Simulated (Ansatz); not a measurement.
Cu Kα1 powder pattern (kinematic, no thermal factors).
2θ (°) (relative intensity): 11.07 (14), 16.10 (19), 19.58 (100), 22.24 (4), 22.84 (8), 25.45 (16), 27.58 (9), 32.10 (26), 32.52 (13), 33.64 (2), 34.46 (6), 36.49 (6), 37.50 (7), 38.25 (13), 39.76 (8), 41.05 (3), 43.15 (10), 46.66 (1), 47.49 (4), 48.11 (3), 48.46 (3), 49.68 (1), 50.47 (15), 51.06 (7), 51.40 (3), 52.27 (3), 52.56 (2), 53.89 (5), 55.06 (2), 56.94 (5), 57.76 (10), 58.74 (3), 59.59 (3), 60.29 (2), 60.64 (2), 61.34 (2), 61.86 (4), 62.84 (2), 63.87 (2), 65.43 (3), 67.13 (5), 68.12 (3), 70.20 (4), 71.17 (5), 71.65 (5), 71.93 (2), 73.08 (1), 74.00 (1), 74.99 (1), 75.42 (2), 77.30 (2), 77.54 (2), 78.63 (1), 78.90 (1), 79.52 (1), 80.02 (1), 80.44 (2), 81.79 (2), 81.87 (2), 87.19 (1), 87.23 (2), 87.95 (1), 88.56 (3), 89.93 (4)

The pattern is computed from a structure relaxed with DFT PBE, scalar-relativistic, plane waves, PAW (Ansatz 0.2.0). No spin polarisation. Its elements are Hf, O, Si.

Q: Give the structure.

A: HfSi3O8.
Space group P-4m2 (No. 115). a = 5.501 Å, b = 5.501 Å, c = 7.986 Å, α = 90.00°, β = 90.00°, γ = 90.00°
| atom | site | symmetry | x | y | z |
| --- | --- | --- | --- | --- | --- |
| Hf | 1d | -4m2 | 0.0000 | 0.0000 | 0.5000 |
| Si | 2g | 2mm. | 0.5000 | 0.0000 | 0.7793 |
| Si | 1b | -4m2 | 0.5000 | 0.5000 | 0.0000 |
| O | 4j | .m. | 0.7338 | 0.0000 | 0.6566 |
| O | 4k | .m. | 0.2491 | 0.5000 | 0.1091 |

A pattern alone doesn't exclude other cells with like lines; this is the one computed.

It was reached by relaxing an invented guess, and it needn't be the stable form of this composition.
